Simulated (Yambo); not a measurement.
Yambo run on AgI (zinc blende, space group F-43m, No. 216). The wavefunctions come from this Quantum ESPRESSO step (PBEsol, PseudoDojo standard norm-conserving files, fully relativistic):

```
&CONTROL
  calculation = 'nscf'
  pseudo_dir = './pseudo'
  outdir = './out'
/
&SYSTEM
  ibrav = 0
  nat = 2
  ntyp = 2
  ecutwfc = 82.0
  ecutrho = 328.0
  occupations = 'fixed'
  force_symmorphic = .true.
  nbnd = 154
  noncolin = .true.
  lspinorb = .true.
/
&ELECTRONS
  conv_thr = 2e-09
  diago_full_acc = .true.
  diago_thr_init = 1e-08
/
ATOMIC_SPECIES
Ag 107.8682 Ag.upf
I 126.9045 I.upf
CELL_PARAMETERS angstrom
  0.000000000000   3.222837525000   3.222837525000
  3.222837525000   0.000000000000   3.222837525000
  3.222837525000   3.222837525000   0.000000000000
ATOMIC_POSITIONS crystal
Ag   0.000000000000   0.000000000000   0.000000000000
I   0.250000000000   0.250000000000   0.250000000000
K_POINTS automatic
4 4 4 0 0 0
```

Yambo input:

```
rim_cut
gw0
dyson
el_el_corr
HF_and_locXC
ppa
em1d
RandQpts= 1000000
RandGvec= 1 Ry
EXXRLvcs= 82 Ry
VXCRLvcs= 328 Ry
Chimod= "HARTREE"
% BndsRnXp
 9 | 152 |
%
NGsBlkXp= 6 Ry
% LongDrXp
 1.0 | 1.0 | 1.0 |
%
PPAPntXp= 27.2114 eV
% GbndRnge
 1 | 152 |
%
GTermKind= "BG"
DysSolver= "n"
ExtendOut
% QPkrange
 1 | 1 | 24 | 28 |
 3 | 3 | 26 | 27 |
 7 | 7 | 26 | 27 |
 8 | 8 | 26 | 27 |
%
```

k points by index: 1 = Γ, 3 = L, 7 = X, 8 = W.

Resulting energies as the program prints them:

```
#    K-point    Band    Eo [eV]    E [eV]    E-Eo [eV]    Vxc [eV]    Vnlxc [eV]    Sc|Eo [eV]    Sc|E [eV]    dSc/dw|Eo [eV]    Re(Z)    Im(Z)
#
    1    24    -0.40784E-13    -0.678005    -0.678005    -16.63840    -19.82380    2.335053    2.507393    -6.915589    0.797355    -0.001427
    1    25    -0.40784E-13    -0.676378    -0.676378    -16.63840    -19.82380    2.337094    2.509020    -6.915592    0.797354    -0.001427
    1    26    0.000000    -0.680173    -0.680173    -16.63840    -19.82380    2.332335    2.505225    -6.915591    0.797354    -0.001427
    1    27    0.966340    1.398043    0.431702    -9.499161    -5.485111    -3.489477    -3.582348    -5.852311    0.822997    -0.001319
    1    28    0.966340    1.398043    0.431702    -9.499161    -5.485111    -3.489477    -3.582348    -5.852311    0.822997    -0.001319
    3    26    -0.814708    -1.563836    -0.749129    -15.57253    -18.95468    2.439753    2.633021    -7.019085    0.794944    -0.001472
    3    27    2.405239    2.918912    0.513673    -10.12404    -5.919518    -3.577450    -3.690848    -6.005731    0.819195    -0.001345
    7    26    -1.900243    -2.752810    -0.852567    -15.37353    -19.39045    2.933032    3.164353    -7.381750    0.786609    -0.001599
    7    27    3.189365    3.398290    0.208924    -9.071802    -5.527691    -3.291018    -3.335188    -5.749634    0.825560    -0.001329
    8    26    -1.889910    -2.755553    -0.865643    -18.45563    -23.19587    3.630672    3.874592    -7.666037    0.780197    -0.001649
    8    27    4.308346    4.997530    0.689184    -11.73477    -6.974713    -3.904801    -4.070873    -6.555758    0.805851    -0.001477
```
(The two width columns are left out.) Convergence of these settings isn't established.

Geometry relaxed with PBEsol.
